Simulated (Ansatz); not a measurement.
input.yaml

```yaml
crystal:
  lattice:
    - [-1.6145299054, 1.6145299054, 3.9335489408]
    - [1.6145299054, -1.6145299054, 3.9335489408]
    - [1.6145299054, 1.6145299054, -3.9335489408]
  atoms:
    - { symbol: Si, position: [0.3345578121, 0.3345578121, 0.0] }
    - { symbol: Si, position: [0.6654421879, 0.6654421879, 0.0] }
    - { symbol: W, position: [0.0, 0.0, 0.0] }
basis:
  ecutwfc: 500
kpoints:
  mp_grid: { grid: [18, 18, 18] }
  band_path:
    path:
      - [[0.0, 0.0, 0.0], [0.0, 0.0, 0.5], [0.25, 0.25, 0.25], [0.0, 0.5, 0.0], [0.0, 0.0, 0.0], [0.5, 0.5, -0.5], [0.29211755, 0.70788245, -0.29211755]]
      - [[-0.29211755, 0.29211755, 0.29211755], [0.0, 0.0, 0.0]]
      - [[0.0, 0.0, 0.5], [-0.0842351, 0.0842351, 0.5]]
      - [[0.5, 0.5, -0.0842351], [0.5, 0.5, -0.5]]
    npoints: 14
hamiltonian:
  xc: r2scan
scf:
  occupations: { method: gaussian, width: 0.1 }
  n_extra_bands: 7
output:
  forces: true
  stress: true
  eigenvalues: true
  populations: true
  dos: { projected: true, de: 0.02, nscf_kmesh: { grid: [27, 27, 27] } }
  bader: true
```

Launched with
```bash
ansatz run input.yaml --threads 1 --pin off --max-ram 2560MiB --backend cpu --events-out ev --progress --plain --runs-dir out
```

These are results of Ansatz 0.2.0, DFT r2SCAN, scalar-relativistic, plane waves, PAW, not measurements.

From the run's log, abridged:

```
scf.n_extra_bands = 7 over 11 filled bands (N_el = 22.0): the run solves 18 bands
Pseudopotentials: kind: paw
Pseudopotential: Si, paw, valence charge 4, recommended cutoff 500 eV (meta_gga)
Pseudopotential: W, paw, valence charge 14, recommended cutoff 500 eV (meta_gga)
Functional definition: r2SCAN
Crystal: 3 atoms, lattice volume = 41.014 Å³
Basis set: ecut = 500 eV, 1039 PW (Γ), exchange–correlation on 144×144×144 points (64 copies of the dense FFT grid, shifted against one another)
Bands: 18, of which v1, the nominal top of the filled ones, is band 11 counted from 1 (10 counted from 0)
Symmetry: 16 space group operations
Space group: I4/mmm (ITA 139), of the structure as read, at distance tolerance 3.4e-5 Å
k-points: 480 of 5832
Initial density: superposition of atomic densities (neutral atoms: chi_scale 0, normalization atom), corrected by the library's trained network
Initial wavefunctions: pseudopotential atomic-orbital guess
Functional: x = r2scan, c = r2scan; τ floored in thin density (d = 2e-4 eV/Å³)
SCF iter   1: F=—  HF=-11676.307280 eV  |F-HF|=—  |Δ(HF+E_count)|=         —  Δρ=9.52e-3  dr2=5.75e-2  dr2_τ=8.03e-2  ethr=1.77e-3  ⟨swp⟩=5.3  Hψ=48464  notcnv=0  defer=6
SCF iter   2: F=—  HF=-11676.366666 eV  |F-HF|=—  |Δ(HF+E_count)|=   5.94e-2  Δρ=7.46e-3  dr2=4.62e-2  dr2_τ=5.70e-3  ethr=2.61e-4  ⟨swp⟩=2.0  Hψ=18229  notcnv=0  defer=902
SCF iter   3: F=—  HF=-11676.357022 eV  |F-HF|=—  |Δ(HF+E_count)|=   9.64e-3  Δρ=2.95e-3  dr2=1.88e-3  dr2_τ=1.26e-4  ethr=2.10e-4  ⟨swp⟩=2.2  Hψ=11627  notcnv=0  defer=902
SCF iter   4: F=—  HF=-11676.357973 eV  |F-HF|=—  |Δ(HF+E_count)|=   9.50e-4  Δρ=4.61e-4  dr2=9.79e-5  dr2_τ=2.62e-5  ethr=8.54e-6  ⟨swp⟩=2.8  Hψ=13969  notcnv=0  defer=902
SCF iter   5: F=—  HF=-11676.357954 eV  |F-HF|=—  |Δ(HF+E_count)|=   1.83e-5  Δρ=1.16e-4  dr2=4.49e-6  dr2_τ=6.94e-7  ethr=4.45e-7  ⟨swp⟩=2.4  Hψ=11652  notcnv=0  defer=902
SCF iter   6: F=—  HF=-11676.357954 eV  |F-HF|=—  |Δ(HF+E_count)|=   4.77e-8  Δρ=4.29e-5  dr2=6.53e-7  dr2_τ=5.11e-8  ethr=2.04e-8  ⟨swp⟩=2.8  Hψ=12851  notcnv=0  defer=902
SCF iter   7: F=-11676.357955 eV  HF=-11676.357955 eV  |F-HF|=1.79e-8  |Δ(HF+E_count)|=   4.13e-7  Δρ=8.42e-6  dr2=1.94e-8  dr2_τ=9.38e-10  ethr=4.55e-10  ⟨swp⟩=9.8  Hψ=45656  notcnv=0
SCF 1 converged in 7 iterations: F = -11676.357955 eV  dr2 = 1.94e-8
SCF converged after 7 iterations
Free energy (F): -11676.357955 eV
Harris-Foulkes:  -11676.357955 eV  (|F-HF|=1.79e-8)
Internal energy: -11676.357126 eV  (E = F + TS)
E sigma→0 (E₀):  -11676.357540 eV
Entropy (-TS):   -0.000829 eV (-0.276 meV/atom)
Fermi energy:    16.452708 eV
--- Per-component energies (eV) ---
  E_band       = -101.803997
  E_kinetic    = 540.772696
  E_local      = -956.206609  (includes V_loc(G=0)·N_el)
  E_nonlocal   = 48.972046
  E_hartree    = 375.788015
  E_xc         = -356.022628
  E_vxc        = -366.050815  (∫ρ·V_xc dr)
  E_paw        = -9632.409425  (= ΣΔE_a)
  E_vpaw       = -138.859465  (= ΣTr[D̂ρ^β])
  E_aug_tail   = -0.000046  (compensation charges beyond the density's cutoff)
  E_vtau       = 17.988963  (kinetic-family band-sum trace: ∫τ·v_τ [+ j·A + Jᵃ·Aᵃ] dr)
  E_ewald      = -1696.510360
  E_core_change = -0.740815  (= ΣΔE_core)
  E_smearing   = -0.000829  (= −TS)
--- Forces (eV/Å), atoms counted from 1 ---
  atom   1  Si     0.00000000     0.00000000     0.10064286
  atom   2  Si     0.00000000     0.00000000    -0.10064286
  atom   3  W      0.00000000     0.00000000     0.00000000
--- Stress (GPa, compression-positive) ---
       -3.853426       0.000000       0.000000
        0.000000      -3.853426       0.000000
        0.000000       0.000000      -5.618468
  P = ⅓ Tr σ = -4.4418 GPa (-44.418 kbar)
--- Band table (eV; the first three rows and the last of 480) ---
  k-point 0: bands = ["-59.2684", "-22.9314", "-22.9009", "-22.9009", "1.7164", "9.3133", "12.5572", "13.1302", "13.4457", "13.4457", "17.0392", "19.3633", "19.6200", "19.6200", "19.6564", "21.3110", "22.3056", "22.3056"]
  k-point 1: bands = ["-59.2680", "-22.9300", "-22.9076", "-22.9067", "1.8210", "9.4075", "12.1959", "13.1451", "13.1775", "13.8156", "16.5126", "19.2059", "19.7036", "19.7390", "19.9638", "21.3108", "22.4093", "22.6321"]
  k-point 2: bands = ["-59.2666", "-22.9263", "-22.9262", "-22.9232", "2.1303", "9.6731", "11.6639", "12.5337", "13.1954", "14.3102", "15.3759", "18.9994", "19.9229", "19.9778", "20.5586", "21.1997", "22.8890", "23.3465"]
  k-point 479: bands = ["-59.2683", "-22.9500", "-22.9023", "-22.9023", "4.0855", "4.9113", "12.5825", "13.8107", "15.4940", "15.4940", "15.9106", "15.9106", "17.2210", "21.2255", "21.7771", "23.0821", "24.7629", "25.4483"]
--- Löwdin populations: 3 sites ---
  site symbol q [e]
     0     Si      3.9221
     1     Si      3.9221
     2      W     13.9050
  spilling = 0.011396 (of n_electrons = 22.000000)
--- Bader charges: 3 sites ---
  site symbol charge [e]  shift [e]
     0     Si     -0.0648     0.0025
     1     Si     -0.0647     0.0025
     2      W      0.1295     0.0050
  estimated error of the sums over rays = 5.5e-4 e
```

The calculation finished and met its thresholds.

The run took 3.7 min on 1 thread of Intel(R) Xeon(R) Platinum 8259CL CPU @ 2.50GHz (Skylake/Cascade Lake) (shared host), peak memory 1.2 GiB.

Spin-orbit coupling is left out, which matters for the bands of heavy elements.